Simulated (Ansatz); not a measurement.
**Property card for Sr**

Sr (diamond, space group No. 227), a = 9.4015 Å, b = 9.4015 Å, c = 9.4015 Å, α = 90.00°, β = 90.00°, γ = 90.00°; the cell used has 2 atoms.

Space group Fd-3m (No. 227), diamond; conventional cell a = 9.402 Å, b = 9.402 Å, c = 9.402 Å, α = 90.00°, β = 90.00°, γ = 90.00°.

Method: PBEsol in the plane-wave PAW code Ansatz. Structure relaxed to zero pressure with the same functional. Other levels are named where they apply.

Cell and energy:

| Quantity | Value |
|---|---|
| Volume per atom | 103.87 Å³ |
| Density | 1.40 g/cm³ |

Electronic structure:

| Item | Result |
|---|---|
| Electronic character | metallic (no gap) |
| Density of states at the Fermi level | 2.2 states/eV per atom (mean over ±0.08 eV) |
| Gap with spin–orbit coupling | none (metallic) |

Mechanics:

| Quantity | Value |
|---|---|
| Bulk modulus (Birch–Murnaghan fit) | 2.8 GPa |
| Pressure derivative B′ | 2.1 |
| Elastic constants (relaxed ions, GPa) | C11 = 0.1, C12 = 4.2, C44 = -5.8 |
| Mechanical stability | unstable (C has a negative eigenvalue) |

Phonons:

| Property | Value |
|---|---|
| Highest zone-centre frequency | 73 cm⁻¹ |
| Zone-centre stability | no imaginary mode at Γ |

The start of the workflow was typed in or built on a structure type; neither database checked (COD, Materials Project) lists it. It is not the phase usual at ambient conditions (space group No. 225). The PBEsol relaxation kept the symmetry of its start. The volume moved by 16 % from the start of the relaxation. As this level gives no gap, shear constants depend on the k-mesh and smearing (Fermi–Dirac, 0.1 eV here). As this level gives no gap, phonon frequencies hold no LO–TO term and depend on the k-mesh and smearing (Fermi–Dirac, 0.1 eV here). Scalar-relativistic: spin–orbit coupling is off unless named, which matters more the heavier the elements.

Potentials: the later of the program's two PAW sets.
